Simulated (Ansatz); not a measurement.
HgS (zinc blende)

```
HgS
1.0
    0.00000     2.99589     2.99589
    2.99589     0.00000     2.99589
    2.99589     2.99589     0.00000
S Hg
1 1
Direct
  0.25000   0.25000   0.25000
  0.00000   0.00000   0.00000
```

The slice is a {110} plane (indices of the conventional cell) through the point (0.000, 0.000, 0.000) (fractional), spanned by u = [100] and v = [1 -1 -1] in vectors of this cell: u (4.24 Å) and v (5.99 Å, at 90° to u). It covers one period; positions are fractions (u, v).

All values below come from PBE (plane waves to 420 eV, PAW, scalar-relativistic; Ansatz, a quantum-chemistry and plane-wave program). k mesh 10×10×10. These are valence fields of a PAW run, semicore shells included where kept as valence: close to a nucleus they are smooth pseudo fields. At this level the bands of HgS touch or barely overlap. HgS was relaxed with its symmetry unable to fall. Spin-orbit coupling is left out, though Hg is heavy.

Three fields on this plane, each scaled to ten steps between its own extremes (0 low, 9 high; the total valence density on a logarithmic scale, the potential cut 8 eV below its top; x marks points blanked near nuclei; v = 0 in the bottom row):

Map A
```
|xxxxxx223467764322xxxxx|
|xxxxxx235789987532xxxxx|
|xxxxx22589xxxx98522xxxx|
|xxxx2247xxxxxxxx7422xxx|
|xx332369xxxxxxxx963233x|
|3322358xxxxxxxxxx853223|
|2222379xxxxxxxxxx973222|
|1112479xxxxxxxxxx974211|
|1112589xxxxxxxxxx985211|
|0012579xxxxxxxxxx975210|
|00024689xxxxxxxx9864200|
|00013579xxxxxxxx9753100|
|0001246789xxxx987642100|
|00001245788998875421000|
|00000123456776543210000|
|00000011233443321100000|
|00000000111221110000000|
|00000000000000000000000|
|00000000000000000000000|
|00000000000000000000000|
|00000000000000000000000|
|00000000000000000000000|
|11100000000000000000011|
|11111100000000000011111|
|22222110000000000112222|
|33333221000000001223333|
|xx44333210000001233344x|
|xxxx4432100000012344xxx|
|xxxxx43321000012334xxxx|
|xxxxxx332110011233xxxxx|
|xxxxxx322112211223xxxxx|
|xxxxxx322234432223xxxxx|
```

Map B
```
|xxxxxx977766667779xxxxx|
|xxxxxx887888888788xxxxx|
|xxxxx98889xxxx98889xxxx|
|xxxx9889xxxxxxxx9889xxx|
|xx998889xxxxxxxx988899x|
|8888789xxxxxxxxxx987888|
|7767789xxxxxxxxxx987767|
|5556789xxxxxxxxxx987655|
|4445678xxxxxxxxxx876544|
|3344578xxxxxxxxxx876443|
|22345678xxxxxxxx8765432|
|11234578xxxxxxxx8754321|
|0112356788xxxx887653211|
|00123456678888766543210|
|00012345566666655432100|
|00011234455555544321100|
|00001123344444433211000|
|00000112233333322111000|
|01011111222222221111101|
|11111111111111111111111|
|22221111111111111111222|
|33322211100000011122233|
|44433221100000011223344|
|55544332110000112334455|
|76665433210000123345666|
|88876543211001123456788|
|xx99875432111123457899x|
|xxxx9865432222345689xxx|
|xxxxx97653322335679xxxx|
|xxxxxx865433334568xxxxx|
|xxxxxx876544445678xxxxx|
|xxxxxx976655556679xxxxx|
```

Map C
```
|xxxxxx035666666530xxxxx|
|xxxxxx034443344430xxxxx|
|xxxxx01320xxxx02310xxxx|
|xxxx0021xxxxxxxx1200xxx|
|xx000210xxxxxxxx012000x|
|0002331xxxxxxxxxx133200|
|3445540xxxxxxxxxx045544|
|6677640xxxxxxxxxx046776|
|8888750xxxxxxxxxx057888|
|9988762xxxxxxxxxx268889|
|99998740xxxxxxxx0478999|
|99999863xxxxxxxx3689999|
|9999987630xxxx036789999|
|99999987654334567899999|
|99999998877667788999999|
|99999999888888889999999|
|99999999998888999999999|
|99999999999999999999999|
|99999999999999999999999|
|99999999999999999999999|
|99999999999999999999999|
|99999999999999999999999|
|88888999999999999998888|
|66778889999999999888776|
|34456788999999998876544|
|00024678899999988764200|
|xx00036788999988763000x|
|xxxx0046789999876400xxx|
|xxxxx02578899887520xxxx|
|xxxxxx046889988640xxxxx|
|xxxxxx036788887630xxxxx|
|xxxxxx036788887630xxxxx|
```

Problem. Assign the maps to these fields: electron localisation function (ELF); valence electron density; electrostatic potential energy of an electron, from the cell's mean.

Solution. A is the electron localisation function (ELF); B is the valence electron density; C is the electrostatic potential energy of an electron, from the cell's mean.
